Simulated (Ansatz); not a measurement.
Input, command and steps of an Ansatz relaxation.

```yaml
crystal:
  lattice:
    - [6.3056010235, -0.0089334635, -0.018363071]
    - [-0.0089334635, 5.7430504893, -0.2089670823]
    - [-0.018363071, -0.2089670823, 6.4700608462]
  atoms:
    - { symbol: Al, position: [0.9586008279, 0.005369793, 0.0378713692] }
    - { symbol: Cu, position: [0.7134431014, 0.2341039554, 0.2960069544] }
    - { symbol: Cu, position: [0.2083443419, 0.2372355624, 0.8019135786] }
    - { symbol: Zn, position: [0.5356990032, 0.0081995978, 0.9572851166] }
    - { symbol: Zn, position: [0.9597923749, 0.4901428127, 0.044496349] }
    - { symbol: Zn, position: [0.0396164644, 0.0104536229, 0.4605149254] }
    - { symbol: Zn, position: [0.2977600236, 0.2571014175, 0.2090601439] }
    - { symbol: Zn, position: [0.5367323297, 0.5022141302, 0.9581945731] }
    - { symbol: Zn, position: [0.4576035929, 0.0027002689, 0.5411452371] }
    - { symbol: Zn, position: [0.0365321612, 0.5021626716, 0.4584143046] }
    - { symbol: Zn, position: [0.2841894747, 0.7534529225, 0.2131653964] }
    - { symbol: Zn, position: [0.4593044466, 0.4848354451, 0.5440112064] }
    - { symbol: Zn, position: [0.7073497167, 0.7413145125, 0.2935726088] }
    - { symbol: Zn, position: [0.7950065026, 0.2613482479, 0.7040894629] }
    - { symbol: Zn, position: [0.2072271837, 0.7414796349, 0.7880318044] }
    - { symbol: Zn, position: [0.7817760587, 0.7558416552, 0.7076149915] }
  symmetry: { detect: false }
basis:
  ecutwfc: 420
kpoints:
  mp_grid: { grid: [3, 4, 3] }
hamiltonian:
  xc: pbe
scf:
  occupations: { method: gaussian, width: 0.1 }
  lower_state_search: "off"
output:
  forces: true
  stress: true
  eigenvalues: true
relax:
  adjacent_minimum: "off"
  f_tol: 0.04
  max_steps: 25
  cell: { stress_tol: 0.3 }
```

```bash
ansatz run input.yaml --threads 4 --pin off --max-ram 9216MiB --backend cpu --events-out ev --progress --plain --runs-dir out
```

Computed with DFT PBE, scalar-relativistic, plane waves, PAW (Ansatz).

Of 8 frames 8 are shown, positions in Å and forces in eV/Å; the SCF threshold varies from step to step. Steps run on the plane waves of an earlier cell, with a Pulay correction in the pressure. The basis is chosen afresh for the last frame, the zero of the energies, and can be on the way; energy and pressure step there, also at an unchanged geometry.

```xyz
16
Lattice="6.3056 -0.0089 -0.0184 -0.0089 5.7431 -0.2090 -0.0184 -0.2090 6.4701" Properties=species:S:1:pos:R:3:forces:R:3 pbc="T T T" step=1 free_energy_over_end_meV_per_atom=14.46 pressure_GPa=-0.02
Al    6.0438    0.0144    0.2263   -0.0370    0.0730    0.0130
Cu    4.4912    1.2762    1.8532   -0.0650   -0.0190   -0.0070
Cu    1.2969    1.1930    5.1350   -0.0340    0.0180   -0.0010
Zn    3.3603   -0.1577    6.1821    0.0290    0.0700    0.0250
Zn    6.0469    2.7970    0.1678   -0.0700   -0.0300   -0.0230
Zn    0.2413   -0.0366    2.9766    0.0280    0.0530    0.0340
Zn    1.8714    1.4302    1.2934    0.0930    0.0230    0.0050
Zn    3.3623    2.6792    6.0848   -0.0080   -0.0460    0.0510
Zn    2.8755   -0.1017    3.4923   -0.0270    0.0640    0.0120
Zn    0.2175    2.7878    2.8604    0.0180   -0.0770    0.0420
Zn    1.7813    4.2800    1.2165    0.1570   -0.0390   -0.0580
Zn    2.8819    2.6667    3.4100   -0.0570   -0.0590   -0.0190
Zn    4.4483    4.1897    1.7315   -0.0970   -0.0070   -0.0070
Zn    4.9977    1.3467    4.4863    0.0080    0.0110   -0.0160
Zn    1.2856    4.0918    4.9399   -0.0010   -0.0100   -0.0020
Zn    4.9098    4.1860    4.4060    0.0650   -0.0260   -0.0490
16
Lattice="6.3887 0.0005 -0.0782 0.0014 5.6096 -0.1777 -0.0802 -0.1684 6.4872" Properties=species:S:1:pos:R:3:forces:R:3 pbc="T T T" step=2 free_energy_over_end_meV_per_atom=6.12 pressure_GPa=-0.07
Al    6.1098    0.0315    0.1801   -0.0210    0.0020    0.0340
Cu    4.5202    1.2655    1.8270   -0.0200    0.0060   -0.0350
Cu    1.2523    1.2035    5.1502   -0.0090    0.0280   -0.0310
Zn    3.3590   -0.1124    6.1624    0.0030    0.0220    0.0130
Zn    6.1127    2.7504    0.1289   -0.0380    0.0400   -0.0180
Zn    0.2289   -0.0210    2.9787    0.0170    0.0090    0.0350
Zn    1.9024    1.4058    1.2804    0.0410   -0.0120    0.0020
Zn    3.3626    2.6485    6.0807    0.0040   -0.0400    0.0290
Zn    2.8679   -0.0715    3.4845   -0.0160    0.0090    0.0170
Zn    0.2083    2.7301    2.8780    0.0160   -0.0480    0.0210
Zn    1.8222    4.1862    1.2168    0.0610   -0.0170   -0.0080
Zn    2.8776    2.6310    3.4109   -0.0350    0.0100   -0.0070
Zn    4.4776    4.1076    1.7233   -0.0330    0.0010   -0.0090
Zn    5.0308    1.3439    4.4496    0.0030   -0.0100   -0.0200
Zn    1.2546    4.0272    4.9713    0.0050    0.0140    0.0000
Zn    4.9538    4.1180    4.3867    0.0240   -0.0160   -0.0230
16
Lattice="6.4339 0.0746 -0.2269 0.0738 5.4230 -0.0938 -0.2351 -0.0658 6.5351" Properties=species:S:1:pos:R:3:forces:R:3 pbc="T T T" step=3 free_energy_over_end_meV_per_atom=4.05 pressure_GPa=1.11
Al    6.1357    0.1192    0.0599    0.0400   -0.0370    0.0580
Cu    4.5044    1.3179    1.7454    0.0680    0.0470   -0.0770
Cu    1.1277    1.2779    5.1781    0.0350    0.0430   -0.0590
Zn    3.2456    0.0097    6.1297   -0.0500   -0.0290    0.0080
Zn    6.1584    2.7690    0.0219    0.0780    0.0550   -0.0100
Zn    0.1862    0.0053    3.0042   -0.0760   -0.0040   -0.0030
Zn    1.9175    1.3871    1.2547   -0.0450   -0.0330   -0.0190
Zn    3.2908    2.6694    6.0833   -0.0370   -0.0220    0.0270
Zn    2.7916    0.0193    3.4633    0.0490    0.0200    0.0110
Zn    0.1943    2.6657    2.9297   -0.0450   -0.0340    0.0190
Zn    1.8906    4.0712    1.2570   -0.0920    0.0210   -0.0400
Zn    2.8240    2.6578    3.4092    0.0520    0.0090    0.0140
Zn    4.5038    4.0588    1.6999    0.0600    0.0240   -0.0130
Zn    4.9777    1.4116    4.3565   -0.0280   -0.0380    0.0090
Zn    1.1897    4.0016    5.0541    0.0370   -0.0030    0.0450
Zn    4.9551    4.0999    4.3626   -0.0440   -0.0170    0.0270
16
Lattice="6.4481 0.0331 -0.1609 0.0339 5.5438 -0.1064 -0.1661 -0.0856 6.4964" Properties=species:S:1:pos:R:3:forces:R:3 pbc="T T T" step=4 free_energy_over_end_meV_per_atom=1.27 pressure_GPa=-0.59
Al    6.1589    0.0762    0.1160    0.0110   -0.0160    0.0310
Cu    4.5393    1.3089    1.7696   -0.0080    0.0450   -0.0340
Cu    1.1895    1.2786    5.1504   -0.0010    0.0340   -0.0370
Zn    3.3119   -0.0226    6.1321   -0.0080   -0.0300   -0.0100
Zn    6.1739    2.7783    0.0720   -0.0100    0.0360    0.0070
Zn    0.1980    0.0059    2.9932    0.0190   -0.0450    0.0070
Zn    1.9205    1.4005    1.2676   -0.0120   -0.0040    0.0190
Zn    3.3320    2.6903    6.0835    0.0180   -0.0050    0.0100
Zn    2.8446   -0.0051    3.4661   -0.0020   -0.0110   -0.0090
Zn    0.1935    2.7134    2.9152    0.0180    0.0080    0.0120
Zn    1.8594    4.1540    1.2511    0.0030   -0.0120    0.0360
Zn    2.8640    2.6752    3.4089   -0.0120    0.0310   -0.0050
Zn    4.5137    4.1141    1.7183   -0.0040    0.0060    0.0050
Zn    5.0243    1.3966    4.3904   -0.0280   -0.0150    0.0100
Zn    1.2237    4.0660    5.0304    0.0250    0.0030   -0.0340
Zn    4.9731    4.1442    4.3861   -0.0110   -0.0230   -0.0070
16
Lattice="6.4746 0.0582 -0.1795 0.0573 5.4741 -0.0936 -0.1862 -0.0691 6.4862" Properties=species:S:1:pos:R:3:forces:R:3 pbc="T T T" step=5 free_energy_over_end_meV_per_atom=0.20 pressure_GPa=0.17
Al    6.1868    0.1012    0.1045   -0.0030    0.0240    0.0070
Cu    4.5560    1.3412    1.7378    0.0000    0.0050   -0.0090
Cu    1.1805    1.2958    5.1229   -0.0060    0.0080   -0.0060
Zn    3.3041   -0.0132    6.1114   -0.0120    0.0180    0.0070
Zn    6.2124    2.7866    0.0601    0.0080   -0.0140   -0.0100
Zn    0.1898   -0.0073    2.9919   -0.0080    0.0190    0.0090
Zn    1.9209    1.3864    1.2646    0.0060    0.0020   -0.0120
Zn    3.3458    2.6765    6.0784   -0.0030   -0.0210    0.0010
Zn    2.8476    0.0158    3.4466   -0.0020    0.0110    0.0100
Zn    0.2004    2.6805    2.9255    0.0010   -0.0200    0.0010
Zn    1.8840    4.1050    1.2612   -0.0010   -0.0060    0.0080
Zn    2.8753    2.6773    3.4005    0.0080   -0.0070   -0.0060
Zn    4.5457    4.0975    1.7143    0.0050    0.0060    0.0000
Zn    5.0238    1.3945    4.3724    0.0080   -0.0090   -0.0050
Zn    1.2382    4.0396    5.0279    0.0110   -0.0040   -0.0050
Zn    5.0000    4.1116    4.3762   -0.0110   -0.0130    0.0100
16
Lattice="6.4741 0.0406 -0.1425 0.0401 5.4781 -0.0676 -0.1476 -0.0399 6.4844" Properties=species:S:1:pos:R:3:forces:R:3 pbc="T T T" step=6 free_energy_over_end_meV_per_atom=-0.03 pressure_GPa=0.00
Al    6.1874    0.0807    0.1418    0.0230    0.0510   -0.0230
Cu    4.5647    1.3410    1.7536   -0.0190    0.0080    0.0430
Cu    1.2159    1.3421    5.1269   -0.0370   -0.0390    0.0090
Zn    3.3364    0.0062    6.1291   -0.0100    0.0030    0.0130
Zn    6.2081    2.7704    0.1063    0.0060   -0.0070   -0.0070
Zn    0.2069    0.0090    2.9971   -0.0120    0.0010    0.0010
Zn    1.9207    1.3852    1.2816    0.0030    0.0010    0.0000
Zn    3.3753    2.6952    6.1137   -0.0010    0.0000   -0.0010
Zn    2.8711    0.0211    3.4615    0.0050    0.0110   -0.0030
Zn    0.2068    2.6939    2.9401    0.0020   -0.0010   -0.0040
Zn    1.8778    4.1073    1.2985    0.0110   -0.0110   -0.0030
Zn    2.8837    2.6768    3.4340    0.0320    0.0130   -0.0310
Zn    4.5451    4.0983    1.7611   -0.0050   -0.0080    0.0060
Zn    5.0451    1.3935    4.4076   -0.0050   -0.0050   -0.0010
Zn    1.2594    4.0723    5.0517    0.0040   -0.0020    0.0010
Zn    5.0092    4.1142    4.4286    0.0010   -0.0150   -0.0010
16
Lattice="6.4823 0.0518 -0.1562 0.0507 5.4730 -0.0675 -0.1620 -0.0397 6.4831" Properties=species:S:1:pos:R:3:forces:R:3 pbc="T T T" step=7 free_energy_over_end_meV_per_atom=-0.17 pressure_GPa=0.01
Al    6.1952    0.1008    0.1283    0.0080    0.0040   -0.0090
Cu    4.5643    1.3492    1.7534    0.0020    0.0040    0.0030
Cu    1.1998    1.3292    5.1226   -0.0110   -0.0020   -0.0010
Zn    3.3259    0.0127    6.1250    0.0000   -0.0020   -0.0010
Zn    6.2219    2.7820    0.0916    0.0010    0.0040    0.0010
Zn    0.1973    0.0078    2.9945    0.0000   -0.0020   -0.0010
Zn    1.9242    1.3890    1.2762   -0.0030    0.0000   -0.0010
Zn    3.3715    2.6970    6.1030   -0.0030   -0.0010    0.0010
Zn    2.8654    0.0301    3.4563   -0.0010   -0.0010    0.0000
Zn    0.2100    2.6908    2.9385   -0.0020   -0.0010    0.0020
Zn    1.8871    4.1069    1.2918    0.0000    0.0020    0.0010
Zn    2.8926    2.6865    3.4194    0.0010    0.0040    0.0010
Zn    4.5558    4.1023    1.7513    0.0040    0.0020    0.0000
Zn    5.0415    1.4001    4.3951    0.0020   -0.0060    0.0020
Zn    1.2592    4.0652    5.0477    0.0020   -0.0010   -0.0010
Zn    5.0151    4.1175    4.4194    0.0000   -0.0020    0.0030
16
Lattice="6.4823 0.0518 -0.1562 0.0507 5.4730 -0.0675 -0.1620 -0.0397 6.4831" Properties=species:S:1:pos:R:3:forces:R:3 pbc="T T T" step=8 free_energy_over_end_meV_per_atom=0.00 pressure_GPa=0.00
Al    6.1952    0.1008    0.1283    0.0080    0.0040   -0.0090
Cu    4.5643    1.3492    1.7534    0.0030    0.0040    0.0030
Cu    1.1998    1.3292    5.1226   -0.0110   -0.0020   -0.0010
Zn    3.3259    0.0127    6.1250    0.0000   -0.0020    0.0000
Zn    6.2219    2.7820    0.0916    0.0010    0.0040    0.0010
Zn    0.1973    0.0078    2.9945    0.0000   -0.0020   -0.0010
Zn    1.9242    1.3890    1.2762   -0.0030    0.0000   -0.0010
Zn    3.3715    2.6970    6.1030   -0.0030   -0.0010    0.0010
Zn    2.8654    0.0301    3.4563   -0.0010   -0.0010    0.0000
Zn    0.2100    2.6908    2.9385   -0.0020   -0.0010    0.0020
Zn    1.8871    4.1069    1.2918    0.0000    0.0020    0.0010
Zn    2.8926    2.6865    3.4194    0.0010    0.0040    0.0010
Zn    4.5558    4.1023    1.7513    0.0040    0.0020    0.0000
Zn    5.0415    1.4001    4.3951    0.0020   -0.0070    0.0020
Zn    1.2592    4.0652    5.0477    0.0020   -0.0010   -0.0010
Zn    5.0151    4.1175    4.4194    0.0000   -0.0020    0.0030
```

Time: 2.4 min on 4 threads of Intel(R) Xeon(R) Platinum 8259CL CPU @ 2.50GHz (Skylake/Cascade Lake), on a shared host, peak memory 1.2 GiB.

The k mesh is coarse.